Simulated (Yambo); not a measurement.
G0W0@PBEsol for Na2PdC2 (space group P-3m1, No. 164) in Yambo. Reference settings: 3×3×2 Γ-centred k mesh, bands 7 to 176 and a 8 Ry block in the screening, 176 bands in G with the Bruneval-Gonze terminator, plasmon pole fitted at 27.2 eV. The PBEsol gap A → (0, 0.333, -0.5) on this mesh is 1.67 eV; G0W0 gaps are taken between the same points.

With and without the terminator, as bands are cut:

```json
[
 {"bands in G (in W)": "67 (176)", "gap, terminator (eV)": "2.449", "gap, none (eV)": "2.234", "valence shift, terminator (eV)": "-0.433", "valence shift, none (eV)": "0.118"},
 {"bands in G (in W)": "113 (176)", "gap, terminator (eV)": "2.437", "gap, none (eV)": "2.300", "valence shift, terminator (eV)": "-0.444", "valence shift, none (eV)": "-0.138"},
 {"bands in G (in W)": "176 (176)", "gap, terminator (eV)": "2.438", "gap, none (eV)": "2.367", "valence shift, terminator (eV)": "-0.452", "valence shift, none (eV)": "-0.293"}
]
```

Over this range the gap spans 0.012 eV with the terminator and 0.133 eV without, the valence shift 0.019 eV and 0.411 eV. Neither column has reached its limit for certain.

Spin-orbit coupling is not included.

Geometry of the Materials Project entry, not relaxed at this level; primitive cell a = b = 4.512 Å, c = 5.283 Å, α = β = 90.00°, γ = 120.00°.

The structure is a Materials Project entry; no match was found in the copy of COD used, and its stability was not checked.

A shift is the quasiparticle energy of the state minus its PBEsol energy.
